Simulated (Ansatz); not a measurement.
CsGeBr3:
```
CsGeBr3
1.0
    5.53333     0.00000     0.00000
    0.00000     5.53333     0.00000
    0.00000     0.00000     5.53333
Cs Ge Br
1 1 3
Direct
  0.00000   0.00000   0.00000
  0.50000   0.50000   0.50000
  0.50000   0.50000   0.00000
  0.00000   0.50000   0.50000
  0.50000   0.00000   0.50000
```

Relaxed with r²SCAN.

Task: Map the electron localisation function on the plane through (0.000, 0.000, 0.000) spanned by u = [1, 0, 0] and v = [0, 1, 1] in lattice vectors, from the program Ansatz at the r²SCAN level (PAW).

Result: x is the fraction of u, y of v (the angle between them is 90°; rows are the nearest grid lines); atoms in the plane: Cs at (0.00, 0.00), Ge at (0.50, 0.50), Br at (0.00, 0.50).
```
y \ x   0.000  0.107  0.179  0.286  0.357  0.464  0.536  0.643  0.714  0.821  0.893   1.00
------  -----  -----  -----  -----  -----  -----  -----  -----  -----  -----  -----  -----
1.00    0.000  0.686  0.898  0.485  0.024  0.003  0.003  0.024  0.485  0.898  0.686  0.000
0.923   0.702  0.885  0.866  0.193  0.011  0.009  0.009  0.011  0.193  0.866  0.885  0.702
0.846   0.845  0.757  0.433  0.014  0.013  0.021  0.021  0.013  0.014  0.433  0.757  0.845
0.769   0.032  0.021  0.011  0.012  0.022  0.033  0.033  0.022  0.012  0.011  0.021  0.032
0.692   0.615  0.433  0.130  0.027  0.054  0.111  0.111  0.054  0.027  0.130  0.433  0.615
0.615   0.903  0.842  0.615  0.149  0.354  0.419  0.419  0.354  0.149  0.615  0.842  0.903
0.538   0.020  0.732  0.787  0.352  0.425  0.047  0.047  0.425  0.352  0.787  0.732  0.020
0.462   0.020  0.732  0.787  0.352  0.425  0.047  0.047  0.425  0.352  0.787  0.732  0.020
0.385   0.903  0.842  0.615  0.149  0.354  0.419  0.419  0.354  0.149  0.615  0.842  0.903
0.308   0.615  0.433  0.130  0.027  0.054  0.111  0.111  0.054  0.027  0.130  0.433  0.615
0.231   0.032  0.021  0.011  0.012  0.022  0.033  0.033  0.022  0.012  0.011  0.021  0.032
0.154   0.845  0.757  0.433  0.014  0.013  0.021  0.021  0.013  0.014  0.433  0.757  0.845
0.0769  0.702  0.885  0.866  0.193  0.011  0.009  0.009  0.011  0.193  0.866  0.885  0.702
0.000   0.000  0.686  0.898  0.485  0.024  0.003  0.003  0.024  0.485  0.898  0.686  0.000
```

The density is the valence pseudo-density with augmentation charge, so density and ELF within about 1 Å of a nucleus are not all-electron values.

Space group Pm-3m (cubic perovskite). The workflow started from a Materials Project entry (that database holds measured and hypothetical structures alike); the Crystallography Open Database copy checked does not list it. Its standing as an ambient phase is unchecked. The cell was relaxed with r²SCAN under the symmetry of its start; whether a distortion lowers the energy is not shown. Scalar-relativistic: spin–orbit coupling is off unless named, which matters more the heavier the elements.

Potentials: the later of the program's two PAW sets.
